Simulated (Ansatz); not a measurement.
SiGe (I-4m2), relaxed with PBE (Ansatz, a first-principles code, plane waves, PAW): a = 3.962 Å, b = 3.962 Å, c = 28.053 Å, α = 90.00°, β = 90.00°, γ = 90.00°.

```
Quantity                         Value
-------------------------------  -----
gap (eV)                          0.33
ΔH_f (eV/atom)                    0.02
B₀ by P(V) fit (GPa)              73.6
electron conductivity mass (mₑ)   0.25
```

Problem. The same phase is relaxed and computed with r²SCAN in the same code. What are the cell and these values now?

Solution. a = 3.926 Å, b = 3.926 Å, c = 27.777 Å, α = 90.00°, β = 90.00°, γ = 90.00°.

gap (eV): 0.52
ΔH_f (eV/atom): 0.01
B₀ by P(V) fit (GPa): 84.0
electron conductivity mass (mₑ): 0.27

Typed or built starts, not in the databases checked: SiGe, I-4m2 (Pearson symbol tI20). All cells were relaxed under the symmetry of their starts (and spin orders); stability against distortions was not tested throughout. Spin–orbit coupling is left out wherever it is not named.

Potentials: the later of the program's two PAW sets.

Ansatz is a plane-wave DFT program.

Formation energies count from the lowest solids of the elements computed at the same level, not from gases.
